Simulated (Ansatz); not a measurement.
The relaxed structure here is a generated cell of Pd: the first start was made by placing the elements on the sites of a structure type, and the end was not matched to a known phase here, so it may be hypothetical. Known forms of Pd include space group No. 225.

A relaxed cell of Pd (P6₃/mmc (No. 194)), relaxed on a k-mesh at least as fine as the one used below. Computed with PBEsol (plane waves to 420 eV, PAW, scalar-relativistic; Ansatz, a program for electronic structure). Γ-centred k-mesh 14×14×4 on the run's cell (coarser than for final values), Fermi–Dirac smearing 0.05 eV.

```yaml
crystal:
  lattice:
    - [2.72246, 0.00000, 0.00000]
    - [-1.36123, 2.35772, 0.00000]
    - [0.00000, 0.00000, 9.11224]
  atoms:
    - { symbol: Pd, position: [0.33333, 0.66667, 0.12500] }
    - { symbol: Pd, position: [0.33333, 0.66667, 0.62500] }
    - { symbol: Pd, position: [0.66667, 0.33333, 0.37500] }
    - { symbol: Pd, position: [0.66667, 0.33333, 0.87500] }
```

The atoms are displaced by (Å):

```json
[
 {"atom": "Pd1", "ux": "0.044", "uy": "0.160", "uz": "0.054"},
 {"atom": "Pd2", "ux": "0.048", "uy": "0.090", "uz": "-0.057"},
 {"atom": "Pd3", "ux": "-0.010", "uy": "0.090", "uz": "-0.016"},
 {"atom": "Pd4", "ux": "-0.018", "uy": "0.059", "uz": "-0.088"}
]
```

Problem. What forces (eV/Å) and pressure result?

Solution. 
```json
[
 {"atom": "Pd1", "Fx": "-0.03", "Fy": "-0.08", "Fz": "-0.94"},
 {"atom": "Pd2", "Fx": "-0.07", "Fy": "-0.01", "Fz": "0.07"},
 {"atom": "Pd3", "Fx": "0.06", "Fy": "0.05", "Fz": "0.17"},
 {"atom": "Pd4", "Fx": "0.04", "Fy": "0.04", "Fz": "0.69"}
]
```

Pressure +0.9 GPa.

No spin polarisation in the result. A magnetic state may lie lower.

The run that gave the undisplaced cell could not lose the symmetry of its start; a randomly shaken copy of 4 atoms returns to this structure.
